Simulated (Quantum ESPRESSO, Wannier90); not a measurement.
Wannierisation of PbI2 (CdI2 type)

```xyz
3
Lattice="4.6127 0.0000 0.0000 -2.3063 3.9947 0.0000 0.0000 0.0000 7.2570" Properties=species:S:1:pos:R:3 pbc="T T T"
Pb     0.0000     0.0000     0.0000
I     -2.3063     1.3316    -1.8799
I      2.3063    -1.3316     1.8799
```

Materials Project entry mp-22893; symmetrised, unrelaxed at this level. COD (Crystallography Open Database) has the formula in 4 space groups, this one among them (matched by group alone). Level: PBEsol, no spin polarisation, no spin-orbit coupling; pw.x of Quantum ESPRESSO at 56 Ry with PseudoDojo potentials, 12×12×4 k-points, Wannier90. Density: 12×12×4 mesh, cold smearing 0.01 Ry. Spin-orbit coupling is left out although heavy elements are present.

Bands 6-7 form an isolated set from -11.92 to -11.15 eV relative to the valence-band maximum (on the path) and are turned into 2 Wannier functions by minimising the spread from the start: atomic waves I 5s.

**Question.** Where do the functions sit, how wide are they and what are they made of?

**Answer.** 
| functions | spread (Å²) | nearest atom, distance (Å) | second atom, distance (Å) | weight on atomic waves |
|---|---|---|---|---|
| 2 | 1.54 | I 0.11 | Pb 3.20 | I 5s 90 %, Pb 6p 6 % |

Ω_I = 3.07 Å², Ω_total = 3.08 Å²; the interpolated bands follow pw.x to 0.0 meV rms on the path. Only this start was tried; a symmetric start can stop on a saddle, and mixtures of these functions could lower the total by at most Ω_total − Ω_I.
